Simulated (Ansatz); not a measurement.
LaNbN₃ (cubic perovskite, space group No. 221), DFT-PBEsol in the program Ansatz with PAW potentials, all energies at zero smearing, with the estimated change up to a 700 eV cutoff added, with one set of potentials and settings (totals compare only within such a set). Cell of 5 atoms (1 La, 1 Nb, 3 N): -11797.511 eV.

```json
[
 {"element": "La", "reference phase": "P6_3/mmc, 4 atoms in the cell", "E (eV/atom)": "-6161.4715"},
 {"element": "Nb", "reference phase": "Im-3m, 1 atoms in the cell", "E (eV/atom)": "-4495.4840"},
 {"element": "N", "reference phase": "Pa-3, 8 atoms in the cell", "E (eV/atom)": "-378.4910"}
]
```

Formation energy per atom, worked out: (-11797.511 − 1×(-6161.4715) − 1×(-4495.4840) − 3×(-378.4910))/5 = -1.016 eV/atom (-98 kJ per mol of atoms), at 0 K, without zero-point energy or fitted corrections.

Space group Pm-3m (cubic perovskite). The start of the workflow was typed in or built on a structure type; neither database checked (COD, Materials Project) lists it. Its standing as an ambient phase is unchecked. Symmetry was held in the PBEsol relaxation. At this level the phase is dynamically unstable (imaginary phonons). The workflow began spin-polarised and lost its moments. The references are the lowest solids computed at this level, not always the standard phases (solids in place of the gases). Spin–orbit coupling is left out wherever it is not named.

Potentials: the earlier of the program's two PAW sets. The files were generated under PBE; for other functionals the program regenerates the frozen cores, and for LDA and PBEsol the local potential too.
